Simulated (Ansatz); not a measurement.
Computed with Ansatz, DFT PBE, scalar-relativistic, plane waves, PAW. Settings: cutoff 420 eV, Γ-centred meshes spaced at most about 0.3 Å⁻¹, and about 0.25 Å⁻¹ or finer for metals (2π included), Gaussian smearing. Collinear spin in cells that started with moments and kept them past the coarse steps, no spin elsewhere.

Temperature and zero-point effects are left out. All come from trial cells, and lower structures may exist.

Question: These unrelaxed guesses for Ti2In are each relaxed within their symmetry. Order them by the energy at which they end, lowest first.
A.

```cif
data_structure
_symmetry_space_group_name_H-M 'P6/mmm'
_symmetry_Int_Tables_number 191
_cell_length_a 3.7194
_cell_length_b 3.7194
_cell_length_c 4.4384
_cell_angle_alpha 90.000
_cell_angle_beta 90.000
_cell_angle_gamma 120.000
_cell_volume 53.17
loop_
_atom_site_label
_atom_site_type_symbol
_atom_site_symmetry_multiplicity
_atom_site_Wyckoff_symbol
_atom_site_fract_x
_atom_site_fract_y
_atom_site_fract_z
_atom_site_occupancy
Ti1 Ti 2 d 0.33333 0.66667 0.50000 1
In1 In 1 b 0.00000 0.00000 0.50000 1
```

B.

```cif
data_structure
_symmetry_space_group_name_H-M 'P4/mmm'
_symmetry_Int_Tables_number 123
_cell_length_a 2.9257
_cell_length_b 2.9257
_cell_length_c 5.5898
_cell_angle_alpha 90.000
_cell_angle_beta 90.000
_cell_angle_gamma 90.000
_cell_volume 47.85
loop_
_atom_site_label
_atom_site_type_symbol
_atom_site_symmetry_multiplicity
_atom_site_Wyckoff_symbol
_atom_site_fract_x
_atom_site_fract_y
_atom_site_fract_z
_atom_site_occupancy
Ti1 Ti 2 h 0.50000 0.50000 0.27000 1
In1 In 1 a 0.00000 0.00000 0.00000 1
```

C.

```cif
data_structure
_symmetry_space_group_name_H-M 'Fd-3m:1'
_symmetry_Int_Tables_number 227
_cell_length_a 7.6191
_cell_length_b 7.6191
_cell_length_c 7.6191
_cell_angle_alpha 90.000
_cell_angle_beta 90.000
_cell_angle_gamma 90.000
_cell_volume 442.29
loop_
_atom_site_label
_atom_site_type_symbol
_atom_site_symmetry_multiplicity
_atom_site_Wyckoff_symbol
_atom_site_fract_x
_atom_site_fract_y
_atom_site_fract_z
_atom_site_occupancy
Ti1 Ti 16 d 0.37500 0.87500 0.12500 1
In1 In 8 a 0.25000 0.25000 0.25000 1
```

D.

```cif
data_structure
_symmetry_space_group_name_H-M 'P6/mmm'
_symmetry_Int_Tables_number 191
_cell_length_a 4.2248
_cell_length_b 4.2248
_cell_length_c 3.1312
_cell_angle_alpha 90.000
_cell_angle_beta 90.000
_cell_angle_gamma 120.000
_cell_volume 48.40
loop_
_atom_site_label
_atom_site_type_symbol
_atom_site_symmetry_multiplicity
_atom_site_Wyckoff_symbol
_atom_site_fract_x
_atom_site_fract_y
_atom_site_fract_z
_atom_site_occupancy
Ti1 Ti 2 d 0.33333 0.66667 0.50000 1
In1 In 1 a 0.00000 0.00000 0.00000 1
```

Answer: D (ends in P6/mmm, 0 meV/atom), C (ends in Fd-3m, cubic Laves (C15) type, 109 meV/atom), B (ends in P4/mmm, 276 meV/atom), A (ends in P6/mmm, 0.38 eV/atom).

The magnetic state reached may not be the lowest. Cells relaxed within their symmetry can be saddle points. Some types were kept out of the candidates beforehand, so the set may lack a known form.
